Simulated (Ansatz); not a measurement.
Below is a relaxed structure of Al2BP3. The cell was found from a structure generator's guess, not taken from experiment.

All numbers below come from Ansatz, DFT PBE, scalar-relativistic, plane waves, PAW. Cutoff 420 eV, Γ-centred mesh, Gaussian smearing, no spin polarisation.

```yaml
crystal:
  lattice:
    - [4.25277, 0.00000, 0.00000]
    - [-2.12639, 3.68301, 0.00000]
    - [0.00000, 0.00000, 8.32540]
  atoms:
    - { symbol: Al, position: [0.00000, 0.00000, 0.75845] }
    - { symbol: Al, position: [0.00000, 0.00000, 0.24155] }
    - { symbol: B, position: [0.00000, 0.00000, 0.00000] }
    - { symbol: P, position: [0.33333, 0.66667, 0.00000] }
    - { symbol: P, position: [0.66667, 0.33333, 0.00000] }
    - { symbol: P, position: [0.00000, 0.00000, 0.50000] }
```

The zero of energy is the elements' standard structures at the same level; no fitted shifts are applied. The references include black phosphorus.

(1) Find its symmetry and describe it.

(2) How far does it lie from the elements in energy?

(3) Is it a metal?

Answers

(1) P6/mmm (No. 191). Conventional cell: a = 4.253 Å, c = 8.325 Å. Al has 1 B at 2.01 Å, 1 P at 2.15 Å and 6 P at 3.17 Å; B has 2 Al at 2.01 Å and 6 P at 2.46 Å; P on a site of symmetry -6m2 is surrounded by 3 B at 2.46 Å, 3 P at 2.46 Å and 6 Al at 3.17 Å; P on a site of symmetry 6/mmm is surrounded by 2 Al at 2.15 Å.

(2) +0.97 eV/atom. The separate elements lie lower, so it is unstable against them.

(3) Yes, bands cross the Fermi level on the 12×12×6 mesh.

The last run used a 12×12×6 mesh (in the run's order of axes) for its 6-atom cell and Gaussian smearing of 0.10 eV. Weakly bound directions are ill-defined at this level, which has no dispersion term. The reference form of P is held partly by dispersion forces, which this level lacks. A structure relaxed within its symmetry needn't be a true minimum. Another cell of Al2BP3 relaxed alike, in P-3m1, lies 0.85 eV/atom lower, so this cell isn't the stable form at this level.
